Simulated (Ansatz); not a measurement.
A geometry of Se away from equilibrium: step 3 of the relaxation of a relaxed Se cell, doubled along one cell vector, shaken by Gaussian noise of σ = 0.08 Å a coordinate. Computed with PBE (plane waves to 420 eV, PAW, scalar-relativistic; Ansatz, a first-principles code). Γ-centred k-mesh 5×5×2 on the run's cell (coarser than for final values), Fermi–Dirac smearing 0.05 eV.

```xyz
8
Lattice="5.5203 0.0384 -0.0428 -2.7269 4.7904 0.0134 -0.0986 -0.0213 12.4822" Properties=species:S:1:pos:R:3 pbc="T T T"
Se    -0.1031     3.2011     1.1545
Se    -0.0156     3.4466     7.2084
Se     0.0499     3.0409     5.0570
Se    -0.0538     3.1846    11.4659
Se     2.7472     1.8026     5.0424
Se     2.5684     1.5991    11.4516
Se     2.8072     1.5915     1.1470
Se     2.8505     1.4383     7.1827
```

Question: Which atoms carry the largest force, and which way does it point?

Answer: 0.51 eV/Å, on Se5 (atoms numbered as listed); on Se5 its components are (-0.09, 0.23, -0.44).

Question: What is the pressure?

Answer: 0.0 GPa, compression positive.

Question: How far above the relaxed end point is this geometry?

Answer: 0.11 eV/atom; the path ends in P1 (No. 1).

No spin polarisation in the result. No dispersion correction is included, so spacings between layers, chains or molecules are soft and tend to come out too large.

The end of the path is a generated cell of Se: the first start was made by a random draw of sites in a space group, and the end was not matched to a known phase here, so it may be hypothetical. Known forms of Se include space group No. 152.
